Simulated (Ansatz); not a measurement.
**GdO in the zincblende structure**

The computed numbers are results of PBE+U (U_eff = 6 eV on Gd 4f), scalar-relativistic (collinear spin) in the plane-wave PAW code Ansatz at 420 eV, 10×10×10 k-mesh, Gaussian smearing of 0.05 eV. The datasets are Ansatz's generated set soft_2.

```yaml
crystal:
  lattice:
    - [0.00000, 2.69843, 2.69843]
    - [2.69843, 0.00000, 2.69843]
    - [2.69843, 2.69843, 0.00000]
  atoms:
    - { symbol: Gd, position: [0.00000, 0.00000, 0.00000] }
    - { symbol: O, position: [0.25000, 0.25000, 0.25000] }
```

The start was a prototype's sites filled with these elements; the Crystallography Open Database holds the compound in this structure.

The geometry is fixed. Moments are started on Gd in several ways. q is the propagation vector of an order in a doubled cell, in units of this cell's reciprocal vectors; doubled cells take an equivalent mesh or are counted from a ferromagnetic run in the same cell, unless said otherwise. Energies count from the first row, the state in which the cell was relaxed.

Q: Rank the starts by the energy at which they end, lowest first (meV/atom from the last run of the relaxation).
A. no spin polarisation
B. ferromagnetic
C. antiparallel, q = (0, 0, 1/2)
D. antiparallel, q = (0, 1/2, 1/2)

A: B (0.0), C (11.1), D (96.4), A (4710.5).

| start | largest typed moment (μB) | ΔE (meV/atom) | gap on the mesh (eV) | P (GPa) | final spin moments (μB) |
| --- | --- | --- | --- | --- | --- |
| ferromagnetic | 7.72* | 0.0 | metal | 0.0 | Gd 7.02 |
| no spin polarisation | 0.00 | 4710.5 | 0.55 | 1.7 | none |
| antiparallel, q = (0, 0, 1/2) | 7.00* | 11.1 | 0.51 | -0.2 | Gd 6.94, -6.94 |
| antiparallel, q = (0, 1/2, 1/2) | 7.00* | 96.4 | metal | -0.5 | Gd 6.89, -6.89 |

A star marks runs that didn't start from the typed moments alone: they went on from the state of an earlier run.

The program noted a lower state or an instability beside: antiparallel, q = (0, 0, 1/2); antiparallel, q = (0, 1/2, 1/2). The lower rows of the table may be what it saw.

The atoms aren't at rest in: antiparallel, q = (0, 0, 1/2) (forces up to 0.10 eV/Å), so relaxing would lower that row.

The program marks the state without spin polarisation as possibly unstable.

The row without spin polarisation prices the pairing of the open shell's electrons, in one of several fillings that the shell can take under U, not a magnetic ordering energy.

Only orders that fit these small cells were tried, so the real crystal's order may be another.

Scalar-relativistic only: spin–orbit splittings of the heavy atoms' levels are missing. Site moments are of spin, integrated over atomic spheres.
